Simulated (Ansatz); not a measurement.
All numbers below come from Ansatz 0.2.0, DFT PBE, scalar-relativistic, plane waves, PAW. Settings: cutoff 420 eV, Γ-centred meshes spaced at most about 0.3 Å⁻¹, and about 0.25 Å⁻¹ or finer for metals (2π included), Gaussian smearing. Collinear spin in cells that started with moments and kept them past the coarse steps, no spin elsewhere.

All energies are static (0 K, no zero-point motion). All come from trial cells, and lower structures may exist.

Question: Which of these relaxed structures of Sr2NbO2 is the lowest in energy?
A.

Space group I4/mmm (No. 139). a = 4.405 Å, b = 4.405 Å, c = 9.993 Å, α = 90.00°, β = 90.00°, γ = 90.00°
```csv
atom,site,symmetry,x,y,z
Sr,4d,-4m2,0.0000,0.5000,0.2500
Nb,2a,4/mmm,0.0000,0.0000,0.0000
O,4c,mmm.,0.0000,0.5000,0.0000
```

B.

Space group P-3m1 (No. 164). a = 3.914 Å, b = 3.914 Å, c = 9.628 Å, α = 90.00°, β = 90.00°, γ = 120.00°
```
atom  site  symmetry       x       y       z
  Sr    2d       3m. 0.3333  0.6667  0.2894
  Nb    1a      -3m. 0.0000  0.0000  0.0000
   O    2c       3m. 0.0000  0.0000  0.2011
```

C.

Space group P-3m1 (No. 164). a = 3.616 Å, b = 3.616 Å, c = 8.770 Å, α = 90.00°, β = 90.00°, γ = 120.00°
| atom | site | symmetry | x | y | z |
| --- | --- | --- | --- | --- | --- |
| Sr | 2d | 3m. | 0.6667 | 0.3333 | 0.2150 |
| Nb | 1b | -3m. | 0.0000 | 0.0000 | 0.5000 |
| O | 2d | 3m. | 0.6667 | 0.3333 | 0.6111 |

D.

Space group Cmmm (No. 65). a = 3.442 Å, b = 19.033 Å, c = 3.437 Å, α = 90.00°, β = 90.00°, γ = 90.00°
```
atom  site  symmetry       x       y       z
  Sr    4j       m2m  0.5000  0.1386  0.5000
  Nb    2a       mmm  0.0000  0.0000  0.0000
   O    4i       m2m  0.5000  0.3960  0.0000
```

Answer: D. It has space group Cmmm (No. 65); the next, B, with space group P-3m1 (No. 164), lies 68 meV/atom higher. Largest moments: D no spin, B no spin, C 0.8 μB, A no spin. Counting O atoms around Nb and Sr (those within 1.25 times the shortest such distance or 1.15 times the sum of covalent radii, 1.27 where that leaves under three), the lowest has Sr 4, Nb 2 and the next has Sr 3, Nb 2.

In Cmmm, P-3m1 at 25.5 Å³/atom, I4/mmm an odd number of electrons in the primitive cell allows no gap without spin; a larger cell or a magnetic state could open one. A magnetic state wasn't ruled out in cells without spin, among them Cmmm, I4/mmm. Another magnetic order may lie lower. Cells relaxed within their symmetry can be saddle points. Some types were kept out of the candidates beforehand, so the set may lack a known form.
